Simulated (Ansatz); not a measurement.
**I in Ansatz, settings compared**

The input file (Ansatz 0.2.0, plane waves):

```yaml
crystal:
  lattice:
    - [-3.751789, 0.0, 2.693592]
    - [0.0, -9.932621, 0.0]
    - [3.751789, 0.0, 2.693592]
  atoms:
    - { symbol: I, position: [0.13, 0.9, 0.13] }
    - { symbol: I, position: [0.63, 0.6, 0.63] }
    - { symbol: I, position: [0.87, 0.1, 0.87] }
    - { symbol: I, position: [0.37, 0.4, 0.37] }
  symmetry: { tolerance: 0.0003 }
kpoints:
  mp_grid: { grid: [4, 2, 4], shift: [0, 0, 0] }
magnetization:
  spin_polarized: false
scf:
  occupations: { method: fermi_dirac, width: 0.0735 }
hamiltonian:
  pseudopotentials: { kind: paw }
  xc: pbe
basis:
  ecutwfc: 420
output:
  forces: true
  stress: true
  eigenvalues: true
  write_density: true
  write_potential: true
  elf: true
  volumetric_format: npy
```

Launch command:

```bash
ansatz run input.yaml --threads 1 --pin off --max-ram 2560MiB --backend cpu --events-out ev --progress --plain --runs-dir out
```

Origin of the cell: a known structure type with other elements, at an estimated volume, so it need not be a known compound.

Output of this run (shortened):

```
SCF iter   1: F=—  HF=-30050.189687 eV  Δρ=9.07e-4  dr2=1.37e-3  defer=9
SCF iter   2: F=—  HF=-30050.195174 eV  Δρ=6.52e-4  dr2=7.79e-4  defer=13
SCF iter   3: F=—  HF=-30050.195438 eV  Δρ=3.36e-4  dr2=1.68e-4  defer=13
SCF iter   4: F=—  HF=-30050.195559 eV  Δρ=7.50e-5  dr2=9.61e-6  defer=13
SCF iter   5: F=—  HF=-30050.195628 eV  Δρ=3.36e-5  dr2=3.20e-6  defer=13
SCF iter   6: F=-30050.195628 eV  HF=-30050.195628 eV  Δρ=6.19e-6  dr2=6.42e-8
SCF 1 converged in 6 iterations: F = -30050.195628 eV  dr2 = 6.42e-8
SCF converged after 6 iterations
Free energy (F): -30050.195628 eV
Harris-Foulkes:  -30050.195628 eV  (|F-HF|=2.25e-9)
Internal energy: -30050.195628 eV  (E = F + TS)
E sigma→0 (E₀):  -30050.195628 eV
Entropy (-TS):   -0.000000 eV (-0.000 meV/atom)
Fermi energy:    4.441259 eV
--- Per-component energies (eV) ---
  E_band       = -1703.927601
  E_kinetic    = 759.479606
  E_local      = -9282.907677  (includes V_loc(G=0)·N_el)
  E_nonlocal   = -363.620170
  E_hartree    = 4679.787011
  E_xc         = -512.322942
  E_vxc        = -514.111876  (∫ρ·V_xc dr)
  E_paw        = -19263.100754  (= ΣΔE_a)
  E_vpaw       = -1662.341174  (= ΣTr[D̂ρ^β])
  E_aug_tail   = -0.000034  (compensation charges beyond the density's cutoff)
  E_ewald      = -6067.510666
  E_smearing   = -0.000000  (= −TS)
  Σ components = -30050.195628   (vs F -30050.195628, Δ=0.00e0)
--- Forces (eV/Å), atoms counted from 1 ---
  atom   1  I     -0.000000     3.977740     2.728033
  atom   2  I     -0.000000    -3.977740     2.728033
  atom   3  I      0.000000    -3.977740    -2.728033
  atom   4  I      0.000000     3.977740    -2.728033
  max |Σ_I F_I| component: 2.60e-18 eV/Å
--- Stress (GPa, compression-positive) ---
        0.218759       0.000000       0.000000
        0.000000      12.178989       0.000000
        0.000000       0.000000       5.999824
  P = ⅓ Tr σ = 6.1325 GPa (61.325 kbar)
```

The same input was run again with these changes:

1. `scf.eigensolver.kind` default → davidson; `scf.lower_state_search` default → light
2. `kpoints.mp_grid.grid` [4, 2, 4] → [1, 1, 1]
3. `scf.occupations.method` fermi_dirac → cold; `scf.occupations.width` 0.0735 → 0.3; `hamiltonian.dispersion` default → d3bj

| run | end | SCF iterations | P (GPa) | max force component (eV/Å) | gap on mesh (eV) | moment (μB) | ΔE(σ→0) (meV/atom) |
| --- | --- | --- | --- | --- | --- | --- | --- |
| base | converged | 6 | 6.13 | 3.978 | 2.27 | – | 0 |
| 1 | converged | 6 | 6.13 | 3.978 | 2.27 | – | 0.00 |
| 2 | converged | 8 | 12.00 | 2.875 | 2.27 | – | 1004.81 |
| 3 | converged | 6 | 5.14 | 3.993 | 2.27 | – | – |

Energies are compared only where functional, datasets, charge and starting cell are the same.

Not properties of the system: run 2 (too coarse or loose: `kpoints.mp_grid.grid` = [1, 1, 1]), run 3 (too coarse or loose: `scf.occupations.width` = 0.3).

Caveats of the base run: no spin-orbit coupling, though heavy elements are present.

Run 3: wide smearing.

The base run ran for 8.8 s on 1 thread of Arm Neoverse V1 (shared host), peak memory 0.42 GiB, from the program's own first density.
